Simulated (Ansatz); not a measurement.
ZnCu₂SnS₄ (kesterite type, space group I-4)

```yaml
crystal:
  lattice:
    - [-2.70703, 2.70703, 5.41081]
    - [2.70703, -2.70703, 5.41081]
    - [2.70703, 2.70703, -5.41081]
  atoms:
    - { symbol: Cu, position: [0.00000, 0.00000, 0.00000] }
    - { symbol: Cu, position: [0.75000, 0.25000, 0.50000] }
    - { symbol: Zn, position: [0.25000, 0.75000, 0.50000] }
    - { symbol: Sn, position: [0.50000, 0.50000, 0.00000] }
    - { symbol: S, position: [0.63521, 0.62870, 0.52216] }
    - { symbol: S, position: [0.10654, 0.11306, 0.47784] }
    - { symbol: S, position: [0.37130, 0.89346, 0.00652] }
    - { symbol: S, position: [0.88694, 0.36479, 0.99348] }
```

E(V) scan at fixed shape, V₀ the volume above. The atoms relax within the cell's symmetry.

Method: r2SCAN (plane waves to 500 eV, PAW, scalar-relativistic; Ansatz, a program for electronic structure). k mesh 9×9×9 (Γ-centred), Fermi-Dirac smearing 0.05 eV. Energies are smeared free energies. Compression counts positive. With the shape held, the modulus is that of even scaling; a crystal free to change shape is softer. ZnCu2SnS4 is run without spin polarisation. ZnCu2SnS4 was relaxed with its symmetry unable to fall. The zero of ΔE is the relaxed starting cell.

| V (Å³/atom) | ΔE (meV/atom) |
|---|---|
| 18.636 | 19.3 |
| 18.834 | withheld |
| 19.032 | 8.2 |
| 19.231 | 4.5 |
| 19.429 | 2.0 |
| 19.627 | 0.5 |
| 19.825 | 0.0 |
| 20.024 | 0.5 |
| 20.222 | 1.8 |
| 20.420 | 4.1 |
| 20.618 | 7.1 |
| 20.817 | 10.9 |
| 21.015 | 15.4 |

Problem. Fit a third-order Birch-Murnaghan form (E₀, V₀, B₀, B₀′ free) to the given rows and predict ΔE at V = 18.834.

Solution. Least squares on the 12 given rows: ΔE = E₀ + (9V₀B₀/16)·y²·[2 + (B₀′ − 4)y], y = (V₀/V)^(2/3) − 1, with V₀ = 19.824 Å³/atom, B₀ = 77.10 GPa (160.2 GPa = 1 eV/Å³; the term in eV is multiplied by 1000), B₀′ = 4.79, E₀ = 0.00 meV/atom; root-mean-square residual 0.03 meV/atom. At 18.834 the fit gives 13.1 meV/atom; the calculation gives 13.1 meV/atom, the same to the digits shown. For the pressure the fit gives 4.47 GPa against the computed 4.47 GPa.

(Under strain, the slope of the energy per volume gives the stress and its curvature an elastic modulus.)
